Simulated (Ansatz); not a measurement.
Method: DFT PBE, scalar-relativistic, plane waves, PAW (Ansatz 0.2.0). All cells share a 420 eV cutoff and Γ-centred k meshes spaced about 0.3 Å⁻¹ or finer (0.25 for metals, 2π included). These runs have no spin polarisation.

Temperature and zero-point effects are left out.

Two forms of Sc7As were relaxed alike.

A.

```
CELL_PARAMETERS angstrom
3.40026 0.00000 0.00000
-1.70013 2.94471 0.00000
0.00000 0.00000 19.26312
ATOMIC_POSITIONS crystal
Sc 0.66667 0.33333 0.36756
Sc 0.33333 0.66667 0.50000
Sc 0.66667 0.33333 0.63244
Sc 0.33333 0.66667 0.76345
Sc 0.66667 0.33333 0.90254
Sc 0.66667 0.33333 0.09746
Sc 0.33333 0.66667 0.23655
As 0.00000 0.00000 0.00000
```

B.

```
CELL_PARAMETERS angstrom
7.22288 0.00000 0.00000
0.00000 7.22288 0.00000
0.00000 0.00000 3.54805
ATOMIC_POSITIONS crystal
Sc 0.77688 0.77688 0.50000
Sc 0.22312 0.22312 0.50000
Sc 0.22312 0.77688 0.50000
Sc 0.77688 0.22312 0.50000
Sc 0.50000 0.00000 0.00000
Sc 0.00000 0.50000 0.00000
Sc 0.50000 0.50000 0.00000
As 0.00000 0.00000 0.00000
```

Problem. Which would you expect to be lower, and how large is the difference?

Solution. B is lower, by 8 meV/atom. A has space group P-6m2 (No. 187), 24.1 Å³/atom and no gap on its mesh; B has Sc and As ordered on bcc sites, space group P4/mmm (No. 123), 23.1 Å³/atom and no gap. Counting Sc atoms around As (those within 1.25 times the shortest such distance or 1.15 times the sum of covalent radii), A has As 6 and B has As 8. The denser one is the lower, and pressure would at first widen the difference. Both come from trial cells of a structure search, whose lowest cell (Cm, 23.2 Å³/atom) lies 23 meV/atom below the lower of the two.

The k mesh leaves some 4 meV/atom of noise in the energy of each metallic cell. A magnetic state wasn't ruled out in cells without spin, among them P-6m2. Trial moments fell under 0.15 μB along the way in P4/mmm; another start might hold them. With atoms moved at random, B (by 16 meV/atom) fell into a lower structure and A came back. Some types were kept out of the candidates beforehand, so the set may lack a known form.
